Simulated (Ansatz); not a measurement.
**Eu (Cmcm): couplings from the magnetic force theorem**

```xyz
2
Lattice="1.9971 -3.4797 0.0000 1.9971 3.4797 0.0000 0.0000 0.0000 6.3407" Properties=species:S:1:pos:R:3 pbc="T T T"
Eu    1.9971   -2.3444    4.7555
Eu    1.9971    2.3444    1.5852
```

The source of the geometry is a structure from the Materials Project; atoms and cell stay fixed.

Functional, mesh and filling: LDA, 9×9×5 k mesh, Fermi–Dirac smearing of 0.025 eV. PAW means Ansatz 0.2.0 on its default frozen-core files. Site moments are integrated in spheres about the atoms. Start moments (μB): Eu1 7, Eu2 -7.

Site moments (μB): Eu1 6.98, Eu2 -6.98. Cell moment 0.00 μB.

Couplings come from the force theorem (directions of the magnetic atoms constrained, all else relaxed) on a 9×9×5 mesh, with E = −Σ J e_i·e_j over ordered pairs of unit vectors, so positive J favours parallel moments.

```csv
pair,count,J PAW (meV)
Eu1–Eu at 3.90 Å,2,+6.13
Eu1–Eu at 3.94 Å,4,+5.88
Eu1–Eu at 3.99 Å,2,+4.43
Eu1–Eu at 4.01 Å,4,+4.39
Eu1–Eu at 5.58 Å,4,+0.25
Eu1–Eu at 5.66 Å,2,+0.25
Eu1–Eu at 6.34 Å,2,+0.82
Eu1–Eu at 6.86 Å,4,-0.40
Eu1–Eu at 6.89 Å,4,-0.43
"Eu1–Eu at 6.93 Å, set 1",4,-0.37
"Eu1–Eu at 6.93 Å, set 2",4,-0.29
Eu1–Eu at 6.96 Å,2,-0.25
Eu1–Eu at 7.49 Å,4,+0.17
Eu1–Eu at 7.50 Å,8,+0.16
Eu1–Eu at 7.99 Å,2,-0.56
Eu1–Eu at 8.02 Å,4,-0.48
```

Pairs at one distance with different couplings are listed as sets.

The program reports that this state isn't the lowest of its own couplings. The gain of the softest rotation is smaller than what its band sum leaves out of a whole turn, though, so more bands could change its sign.

The couplings come from one mesh, and their convergence in k wasn't tested.

The PAW files were made with PBE; the program remakes their cores once for the run's functional and then keeps them frozen. Without U a semilocal functional puts the f levels too near the Fermi level, which can change moments and the order of magnetic states; site and cell moments are spin moments. The Ansatz runs typed with the search for lower states off end where their start leads. Spin–orbit coupling is left out although heavy atoms are present. With open f shells a run can end in a state that isn't the lowest. None of this fixes the real material's magnetic order: only patterns that fit the cell were computed, at zero temperature, with a functional that can overstate moments.
